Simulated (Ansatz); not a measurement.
RuN (zinc blende, space group No. 216) under volume change, plane-wave PAW PBEsol (Ansatz code), scaled uniformly.

```tsv
V (Å³/atom)	E − E(relaxed) (meV/atom)	P (GPa)
10.359	99.3	33.87
10.701	41.5	20.65
11.042	(withheld)	(withheld)
11.384	0.0	0.00
11.725	(withheld)	(withheld)
12.067	33.3	-14.79
12.408	71.1	-20.51
```

What belongs in the gaps?


- 11.042, E − E(relaxed) (meV/atom): 9.8
- 11.042, P (GPa): 9.46
- 11.725, E − E(relaxed) (meV/atom): 8.8
- 11.725, P (GPa): -8.02

What does a third-order Birch–Murnaghan fit give for V₀, B₀ and B′?

V₀ = 11.38 Å³/atom, B₀ = 290 GPa, B′ = 4.6.

Space group F-43m (zinc blende). The workflow started from a Materials Project entry (that database holds measured and hypothetical structures alike); the Crystallography Open Database copy checked does not list it. Its standing as an ambient phase is unchecked. Symmetry was held in the PBEsol relaxation; whether a distortion lowers the energy is not shown. The run is not spin-polarised. Its formation energy is positive at this level, so the cell may be metastable or incomplete. Spin–orbit coupling is left out wherever it is not named.

Potentials: the later of the program's two PAW sets.
